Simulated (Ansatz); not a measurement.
La$_{5}$Ge$_{3}$O:
```
CELL_PARAMETERS angstrom
      8.99206     0.00000     0.00000
     -4.49603     7.78735     0.00000
      0.00000     0.00000     6.74620
ATOMIC_POSITIONS crystal
  La 0.00000 0.77108 0.25000
  La 0.00000 0.22892 0.75000
  La 0.22892 0.00000 0.75000
  La 0.77108 0.00000 0.25000
  La 0.22892 0.22892 0.25000
  La 0.77108 0.77108 0.75000
  La 0.66667 0.33333 0.00000
  La 0.33333 0.66667 0.00000
  La 0.33333 0.66667 0.50000
  La 0.66667 0.33333 0.50000
  Ge 0.00000 0.39765 0.25000
  Ge 0.00000 0.60235 0.75000
  Ge 0.60235 0.00000 0.75000
  Ge 0.39765 0.00000 0.25000
  Ge 0.60235 0.60235 0.25000
  Ge 0.39765 0.39765 0.75000
  O  0.00000 0.00000 0.00000
  O  0.00000 0.00000 0.50000
```

Relaxed with r²SCAN. Special points in fractions of this cell's reciprocal vectors: Γ (0.000, 0.000, 0.000); M (0.500, 0.000, 0.000); K (0.333, 0.333, 0.000); A (0.000, 0.000, 0.500); L (0.500, 0.000, 0.500); H (0.333, 0.333, 0.500).

Task: List the band energies nearest the Fermi level at these points for DFT-r²SCAN in the program Ansatz with PAW potentials.

Result: In eV from the Fermi level; about four levels below and three above (degenerate sets whole), none deeper than 8.9 eV; points with the same levels are listed once.

```json
[
 {"k": "Γ", "below": "-0.39 -0.35 -0.35 -0.23", "above": "0.01 0.19 0.19"},
 {"k": "M", "below": "-0.71 -0.59 -0.58 -0.01", "above": "0.00 0.35 0.36"},
 {"k": "K", "below": "-0.42 -0.27 -0.17 -0.17", "above": "0.36 0.47 0.55"},
 {"k": "A", "below": "-1.09 -1.09 -1.09 -1.09 -1.05 -1.05", "above": "0.03 0.03 0.03 0.03"},
 {"k": "L", "below": "-0.97 -0.97 -0.70 -0.70", "above": "0.19 0.19 0.33 0.33"},
 {"k": "H", "below": "-0.94 -0.94 -0.94 -0.94", "above": "0.27 0.27 0.27 0.27"}
]
```

Space group P6_3/mcm. The first step of the workflow began from a Materials Project structure, measured or hypothetical; the Crystallography Open Database copy checked does not list it. Its standing as an ambient phase is unchecked. The cell was relaxed with r²SCAN under the symmetry of its start; its stability against distortions is not shown here. Scalar-relativistic: spin–orbit coupling is off unless named, which matters more the heavier the elements.

Potentials: the later of the program's two PAW sets.
